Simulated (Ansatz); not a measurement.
**La2MgGeF6 in Ansatz, settings compared**

Input:

```yaml
crystal:
  lattice:
    - [2.903843, 1.676533, 4.681095]
    - [-2.903843, 1.676533, 4.681095]
    - [0.0, -3.353065, 4.681095]
  atoms:
    - { symbol: La, position: [0.752, 0.752, 0.752] }
    - { symbol: Ge, position: [0.503, 0.503, 0.503] }
    - { symbol: Mg, position: [0.0, 0.0, 0.0] }
    - { symbol: F, position: [0.69, 0.255, 0.789] }
    - { symbol: F, position: [0.789, 0.69, 0.255] }
    - { symbol: F, position: [0.255, 0.789, 0.69] }
    - { symbol: F, position: [0.208, 0.324, 0.735] }
    - { symbol: F, position: [0.735, 0.208, 0.324] }
    - { symbol: F, position: [0.324, 0.735, 0.208] }
    - { symbol: La, position: [0.248, 0.248, 0.248] }
  symmetry: { tolerance: 0.0003 }
kpoints:
  mp_grid: { grid: [4, 4, 4], shift: [0, 0, 0] }
magnetization:
  spin_polarized: false
scf:
  occupations: { method: cold, width: 0.0296 }
hamiltonian:
  pseudopotentials: { kind: paw }
  xc: pbe
basis:
  ecutwfc: 420
output:
  forces: true
  stress: true
  eigenvalues: true
  write_density: true
  write_potential: true
  elf: true
  volumetric_format: npy
```

Launch command:

```bash
ansatz run input.yaml --threads 1 --pin off --max-ram 2560MiB --backend cpu --events-out ev --progress --plain --runs-dir out
```

Origin of the cell: a known structure type with other elements, at an estimated volume, so it need not be a known compound.

Output of this run (shortened):

```
SCF iter   1: F=—  HF=-23570.937517 eV  Δρ=1.11e-2  dr2=2.65e-1
SCF iter   2: F=—  HF=-23570.884966 eV  S|Δr|=    0.00e0  Δρ=3.97e-3  dr2=3.73e-2  defer=30
SCF iter   3: F=—  HF=-23570.881076 eV  S|Δr|=    0.00e0  Δρ=2.15e-3  dr2=9.74e-3  defer=30
SCF iter   4: F=—  HF=-23570.880203 eV  S|Δr|=    0.00e0  Δρ=1.13e-3  dr2=2.27e-3  defer=30
SCF iter   5: F=—  HF=-23570.879687 eV  S|Δr|=    0.00e0  Δρ=2.98e-4  dr2=1.30e-4  defer=30
SCF iter   6: F=—  HF=-23570.879721 eV  S|Δr|=    0.00e0  Δρ=1.62e-4  dr2=3.90e-5  defer=30
SCF iter   7: F=—  HF=-23570.879694 eV  S|Δr|=    0.00e0  Δρ=3.94e-5  dr2=2.63e-6  defer=30
SCF iter   8: F=—  HF=-23570.879694 eV  S|Δr|=    0.00e0  Δρ=2.37e-5  dr2=7.81e-7  defer=30
SCF iter   9: F=-23570.879694 eV  HF=-23570.879694 eV  S|Δr|=    0.00e0  Δρ=7.04e-6  dr2=8.27e-8
SCF 1 converged in 9 iterations: F = -23570.879694 eV  dr2 = 8.27e-8
SCF converged after 9 iterations
Stability not checked: this state was not tested for a lower state beside it, because cold or Methfessel-Paxton smearing, or corrected tetrahedra, fill the levels in a way that the test cannot read (fill_not_monotonic; […]
Free energy (F): -23570.879694 eV
Harris-Foulkes:  -23570.879694 eV  (|F-HF|=6.48e-8)
Internal energy: -23570.877362 eV  (E = F + TS)
E sigma→0 (E₀):  -23570.878917 eV
Entropy (-TS):   -0.002332 eV (-0.233 meV/atom)
Fermi energy:    13.705958 eV
--- Per-component energies (eV) ---
  E_band       = -524.503909
  E_kinetic    = 1836.344331
  E_local      = -7932.998316  (includes V_loc(G=0)·N_el)
  E_nonlocal   = 1148.699508
  E_hartree    = 3151.073477
  E_xc         = -869.725349
  E_vxc        = -1021.223773  (∫ρ·V_xc dr)
  E_paw        = -14346.468201  (= ΣΔE_a)
  E_vpaw       = -857.486487  (= ΣTr[D̂ρ^β])
  E_aug_tail   = 0.012753  (compensation charges beyond the density's cutoff)
  E_ewald      = -6557.815565
  E_smearing   = -0.002332  (= −TS)
  Σ components = -23570.879694   (vs F -23570.879694, Δ=0.00e0)
--- Forces (eV/Å), atoms counted from 1 ---
  atom   1  La     0.000000    -0.000000    -0.070131
  atom   2  Ge     0.000000    -0.000000    -0.071580
[… 3 lines left out …]
  atom   6  F     -2.750827    -1.214133     1.761485
  atom   7  F     -0.287533    -2.417446    -1.780041
  atom   8  F      2.237336     0.959712    -1.780041
  atom   9  F     -1.949803     1.457734    -1.780041
  atom  10  La     0.000000     0.000000     0.074649
  max |Σ_I F_I| component: 4.83e-5 eV/Å
--- Stress (GPa, compression-positive) ---
       27.928943       0.000001      -0.000000
       -0.000001      27.928943      -0.000000
        0.000000      -0.000000      23.100193
  P = ⅓ Tr σ = 26.3194 GPa (263.194 kbar)
```

The same input was run again with these changes:

1. `scf.occupations.width` 0.0296 → 0.025; `basis.ecutrho_ratio` default → 12
2. `scf.convergence.dr2_threshold` default → 1.0e-05; `scf.n_extra_bands` default → 4; `hamiltonian.hubbard` default → { sites: [{ species: La, l: f, u_eff: 4.0 }], double_counting: fll }
3. `scf.lower_state_search` default → standard
4. `scf.occupations.width` 0.0296 → default; `scf.occupations.method` cold → tetrahedron; `basis.ecutwfc` 420 → "51.4 Ry"

| run | end | SCF iterations | P (GPa) | max force component (eV/Å) | moment (μB) | ΔE(σ→0) (meV/atom) |
| --- | --- | --- | --- | --- | --- | --- |
| base | converged | 9 | 26.32 | 2.989 | – | 0 |
| 1 | converged | 10 | 26.32 | 2.987 | – | 0.00 |
| 2 | converged | 11 | 27.35 | 2.931 | – | – |
| 3 | converged | 9 | 26.32 | 2.989 | – | 0.00 |
| 4 | converged | 10 | 26.24 | 2.984 | – | -6.00 |

Energies are compared only where functional, datasets, charge and starting cell are the same.

Not properties of the system: run 2 (too coarse or loose: `scf.convergence.dr2_threshold` = 1.0e-05).

Caveats of the base run: no spin, though holes on the anions or broken bonds may carry moments; no spin-orbit coupling, though heavy elements are present; the given cell is far from equilibrium, with atoms too close or a volume far off; the k mesh is coarse if the cell is a metal.

Run 2: the SCF threshold is loose for forces.
Run 4: forces and stress under tetrahedra may miss the slope of the energy.

Time of the base run: 7.7 s on 1 thread of Intel(R) Xeon(R) 6975P-C (Granite Rapids), on a shared host, peak memory 0.47 GiB, from the program's own first density.
